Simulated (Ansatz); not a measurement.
Mg (9R (Sm type), space group No. 166) under volume change, PBEsol in the plane-wave PAW code Ansatz, shape and atoms relaxed at each volume.

| V (Å³/atom) | E − E(relaxed) (meV/atom) | P (GPa) |
|---|---|---|
| 20.515 | 24.8 | 4.23 |
| 21.192 | 10.5 | 2.61 |
| 21.868 | 2.5 | 1.21 |
| 22.544 | 0.0 | 0.00 |
| 23.221 | 2.2 | -1.04 |
| 23.897 | 8.6 | -1.93 |
| 24.573 | 18.4 | -2.70 |

Task: What does a third-order Birch–Murnaghan fit give for V₀, B₀ and B′?

Result: V₀ = 22.55 Å³/atom, B₀ = 37.2 GPa, B′ = 4.0.

Space group R-3m (9R (Sm type)). The first step of the workflow began from a Materials Project structure, measured or hypothetical; the Crystallography Open Database copy checked does not list it. It is not the phase usual at ambient conditions (space group No. 194). Symmetry was held in the PBEsol relaxation; of distortions, only those at the zone centre were tested.

Potentials: the earlier of the program's two PAW sets.
